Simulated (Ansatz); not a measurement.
## Computed properties of BP

BP:
```cif
data_B2P2
_chemical_formula_sum 'B2 P2'
_space_group_name_H-M_alt 'P 1'
_space_group_IT_number 1
_cell_length_a 3.20005
_cell_length_b 3.20005
_cell_length_c 7.59136
_cell_angle_alpha 90.000
_cell_angle_beta 90.000
_cell_angle_gamma 120.000
loop_
_space_group_symop_operation_xyz
  'x, y, z'
loop_
_atom_site_label
_atom_site_type_symbol
_atom_site_fract_x
_atom_site_fract_y
_atom_site_fract_z
_atom_site_occupancy
B1 B 0.33333 0.66667 0.25000 1
P1 P 0.66667 0.33333 0.25000 1
P2 P 0.33333 0.66667 0.75000 1
B2 B 0.66667 0.33333 0.75000 1
```

Space group P6_3/mmc (No. 194); conventional cell a = b = 3.2001 Å, c = 7.5914 Å, α = β = 90.00°, γ = 120.00°.

Method: PBE+D3(BJ) (plane waves, PAW; program Ansatz). Geometry: relaxed at this level of theory. Other levels are named where they apply.

Cell and energy:

```yaml
volume_per_atom: 16.83 Å³
density: 2.06 g/cm³
Formation energy from the elements (no fitted shifts): 0.040 eV/atom
```

Electronic structure:

```yaml
band_gap: 0.55 eV (indirect)
valence_band_maximum: on the K–Γ line, 14 % of the way from K
conduction_band_minimum: at M (3 equivalent valleys)
smallest_direct_gap_on_the_standard_path: 0.78 eV
electron_effective_mass: 0.21, 1.5, 3.9 mₑ (principal values)
hole_effective_mass: 0.12, 1.6, 1.7 mₑ (principal values)
```

Mechanics:

```yaml
Bulk modulus (Birch–Murnaghan fit): 15.1 GPa
Pressure derivative B′: 5.1
```

The start of the workflow was typed in or built on a structure type; neither database checked (COD, Materials Project) lists it. It is not the phase usual at ambient conditions (space group No. 216). The PBE+D3(BJ) relaxation kept the symmetry of its start; whether a distortion lowers the energy is not shown. The references are the lowest solids computed at this level, not always the standard phases.

Potentials: the earlier of the program's two PAW sets.
